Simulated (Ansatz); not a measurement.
PbO$_{2}$:
```yaml
crystal:
  lattice:
    - [4.99852, 0.00000, 0.00000]
    - [0.00000, 4.99852, 0.00000]
    - [0.00000, 0.00000, 3.41046]
  atoms:
    - { symbol: Pb, position: [0.00000, 0.00000, 0.00000] }
    - { symbol: Pb, position: [0.50000, 0.50000, 0.50000] }
    - { symbol: O, position: [0.30765, 0.30765, 0.00000] }
    - { symbol: O, position: [0.19235, 0.80765, 0.50000] }
    - { symbol: O, position: [0.69235, 0.69235, 0.00000] }
    - { symbol: O, position: [0.80765, 0.19235, 0.50000] }
```

Relaxed with PBEsol. Special points in fractions of this cell's reciprocal vectors: Γ (0.000, 0.000, 0.000); X (0.000, 0.500, 0.000); M (0.500, 0.500, 0.000); Z (0.000, 0.000, 0.500); R (0.000, 0.500, 0.500); A (0.500, 0.500, 0.500).

List the band energies nearest the Fermi level at these points for DFT-PBEsol in the program Ansatz with PAW potentials.

In eV from the Fermi level; about four levels below and three above (degenerate sets whole), none deeper than 8.9 eV; points with the same levels are listed once.

```tsv
k	below	above
Γ	-0.63 -0.63 -0.61 -0.61	0.07 4.15 5.73 5.73
X	-0.66 -0.66 -0.40 -0.40	2.34 2.34 6.33 6.33
M	-0.68 -0.68 -0.50 -0.50	2.75 2.75 6.62 6.62
Z	-1.13 -1.13 -0.80 -0.80	3.67 3.67 8.71 8.71
R	-0.79 -0.79 -0.23 -0.23	3.98 3.98 7.16 7.16
A	-0.69 -0.69 -0.54 -0.54	2.75 2.75 8.15 8.15
```

Space group P4_2/mnm (rutile). The cell was relaxed with PBEsol under the symmetry of its start; of distortions, only those at the zone centre were tested. A small band overlap can be real or an error of a semilocal functional. Spin–orbit coupling is left out wherever it is not named.

Potentials: the later of the program's two PAW sets.
